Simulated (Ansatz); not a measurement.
Given:

In₅Bi₃:
```cif
data_Bi6In10
_chemical_formula_sum 'In10 Bi6'
_space_group_name_H-M_alt 'P 1'
_space_group_IT_number 1
_cell_length_a 8.76022
_cell_length_b 8.76022
_cell_length_c 8.76022
_cell_angle_alpha 123.505
_cell_angle_beta 123.505
_cell_angle_gamma 84.030
loop_
_space_group_symop_operation_xyz
  'x, y, z'
loop_
_atom_site_label
_atom_site_type_symbol
_atom_site_fract_x
_atom_site_fract_y
_atom_site_fract_z
_atom_site_occupancy
In1 In 0.50000 0.50000 0.00000 1
In2 In 0.00000 0.00000 0.00000 1
In3 In 0.31406 0.81406 0.79398 1
In4 In 0.68594 0.18594 0.20602 1
In5 In 0.81406 0.02007 0.50000 1
In6 In 0.18594 0.97993 0.50000 1
In7 In 0.02007 0.52007 0.20602 1
In8 In 0.97993 0.47993 0.79398 1
In9 In 0.52007 0.31406 0.50000 1
In10 In 0.47993 0.68594 0.50000 1
Bi1 Bi 0.75000 0.75000 0.00000 1
Bi2 Bi 0.25000 0.25000 0.00000 1
Bi3 Bi 0.35131 0.85131 0.20263 1
Bi4 Bi 0.64869 0.14869 0.79737 1
Bi5 Bi 0.85131 0.64869 0.50000 1
Bi6 Bi 0.14869 0.35131 0.50000 1
```

This is the PBEsol-relaxed structure.

Problem. All from the program Ansatz at the PBEsol level (PAW), unless another level is named. Estimate the formation energy from the elements (no fitted shifts).

Solution. 0.021 eV/atom.

Problem. Predict the density of states at the Fermi level.

Solution. 0.53 states/eV per atom (mean over ±0.08 eV).

Problem. Predict the gap with spin–orbit coupling.

Solution. none (metallic).

Space group I4/mcm. The first step of the workflow began from a Materials Project structure, measured or hypothetical; the Crystallography Open Database files this formula in space group No. 140, but the cells were not matched. Whether it is the stable phase at ambient conditions was not checked. The cell was relaxed with PBEsol under the symmetry of its start; its stability against distortions is not shown here. The references are the lowest solids computed at this level, not always the standard phases. Spin–orbit coupling is left out wherever it is not named.

Potentials: the later of the program's two PAW sets.
